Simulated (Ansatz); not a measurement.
Simulated powder pattern, Co Kα, λ = 1.79026 Å (kinematic, ideal powder, no thermal factors, no anomalous dispersion; the 30 strongest lines at most, above 1 %, up to 2θ = 90°):

```
2θ (°)  d (Å)  I/Imax (%)
------  -----  ----------
50.67   2.092         100
74.48   1.479          15
```

The pattern belongs to a structure relaxed with DFT-PBEsol in the program Ansatz with PAW potentials.

The compound is V.

Give the crystal system and the lattice parameters.

cubic, Im-3m; a = 2.958 Å.

Symmetry was held in the PBEsol relaxation. The run is not spin-polarised.

Potentials: the earlier of the program's two PAW sets.
